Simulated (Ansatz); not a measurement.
# All-electron card of Al

```
Al
1.0
     0.00000    2.02398    2.02398
     2.02398    0.00000    2.02398
     2.02398    2.02398    0.00000
Al
1
Cartesian
  0.0000 0.0000 0.0000
```

The geometry is COD entry 4313206, unchecked; take it as a test cell.

All numbers below come from DFT, LDA, all-electron LAPW, scalar-relativistic (Ansatz 0.2.0).

Sampling and basis: a Γ-centred 17×17×17 k mesh, Fermi–Dirac smearing of 0.03 eV, basis error target 0.5 meV/atom, no spin polarisation.

```yaml
Band_gap: "none: with an odd electron count and no spin polarisation the bands can't all be full, a metal in this set-up (spin order or a larger cell could open a gap)"
Volume_per_atom: 16.58 Å³
```

Task: Give the computed value. Pressure at this cell.

Result: -3.63 GPa.

Task: Predict this quantity. Density of states at the Fermi level (0.2 eV bin).

Result: 0.36 states/eV per cell.
